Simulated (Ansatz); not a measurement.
MgCdS₂:
```
CELL_PARAMETERS angstrom
      3.75353     0.00000     0.00000
      0.00000     3.75353     0.00000
      0.00000     0.00000     5.31265
ATOMIC_POSITIONS crystal
  Mg 0.50000 0.50000 0.50000
  Cd 0.00000 0.00000 0.00000
  S  0.00000 0.00000 0.50000
  S  0.50000 0.50000 0.00000
```

Relaxed with PBEsol. Special points in fractions of this cell's reciprocal vectors: Γ (0.000, 0.000, 0.000); X (0.000, 0.500, 0.000); M (0.500, 0.500, 0.000); Z (0.000, 0.000, 0.500); R (0.000, 0.500, 0.500); A (0.500, 0.500, 0.500).

Task: List the band energies nearest the Fermi level at these points for the program Ansatz at the PBEsol with spin–orbit coupling level (PAW).

Result: In eV from the Fermi level; about four levels below and three above (degenerate sets whole), none deeper than 8.9 eV; points with the same levels are listed once.

```
k                                below                above
-  -----------------------------------  -------------------
Γ              -0.86 -0.86 -0.86 -0.86  0.52 0.52 2.18 2.18
X              -1.38 -1.38 -0.18 -0.18  4.40 4.40 4.53 4.53
M  -2.47 -2.47 -2.47 -2.47 -2.39 -2.39  0.03 0.03 1.83 1.83
Z              -1.55 -1.55 -1.49 -1.49  3.22 3.22 3.84 3.84
R              -0.14 -0.14 -0.05 -0.05  3.27 3.27 3.41 3.41
A              -3.29 -3.29 -3.03 -3.03  3.61 3.61 4.19 4.19
```

Space group P4/mmm. The workflow started from a Materials Project entry (that database holds measured and hypothetical structures alike); the Crystallography Open Database copy checked does not list it. With Mg and Cd taken as one species the cell has the higher symmetry Fm-3m, so it may be an ordered model of a mixed-site phase. Its standing as an ambient phase is unchecked. Symmetry was held in the PBEsol relaxation; of distortions, only those at the zone centre were tested. The Fermi level of a semimetal is unsure by some 0.05 eV on such meshes.

Potentials: the later of the program's two PAW sets.
